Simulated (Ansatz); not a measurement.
Relaxed candidate structures of Nb:

A. Im-3m (No. 229), cI2, bcc (W type); a = 3.3027 Å, b = 3.3027 Å, c = 3.3027 Å, α = 90.00°, β = 90.00°, γ = 90.00°; Nb 2a (0.000, 0.000, 0.000)

B. P6/mmm (No. 191), hP3; a = b = 5.4383 Å, c = 2.6583 Å, α = β = 90.00°, γ = 120.00°; Nb 3g (0.500, 0.500, 0.500)

C. R-3m, hexagonal axes (No. 166), hR3, AFLOW prototype A_hR3_166_ac (C19, as in Sm); a = b = 2.858 Å, c = 23.624 Å, α = β = 90.00°, γ = 120.00°; Nb 3a (0.000, 0.000, 0.000); Nb 6c (0.000, 0.000, 0.222)

D. Pm-3n (No. 223), cP8; a = b = c = 5.290 Å, α = β = γ = 90.00°; Nb 6c (0.000, 0.500, 0.250); Nb 2a (0.000, 0.000, 0.000)

E. Fm-3m (No. 225), cF4, fcc (Cu type); a = 4.212 Å, b = 4.212 Å, c = 4.212 Å, α = 90.00°, β = 90.00°, γ = 90.00°; Nb 4a (0.000, 0.000, 0.000)

Q: Order them by energy per atom (lowest first) at the level r2SCAN (plane waves to 500 eV, PAW, scalar-relativistic; Ansatz, an electronic-structure program).

A: A (reference, the lowest among the structures calculated here), D (+0.10 eV/atom), C (+0.30 eV/atom), E (+0.33 eV/atom), B (+1.30 eV/atom)

Each run could gain symmetry but not lose that of its start, so entries can be saddle points. From databases, or of a type measured for this composition: Im-3m, cI2, bcc (W type); Fm-3m, cF4, fcc (Cu type); the others are generated cells (placed on structure types, drawn at random, substituted or restacked) that were not matched to a known phase here. Static energies at zero pressure. No spin polarisation in the result.
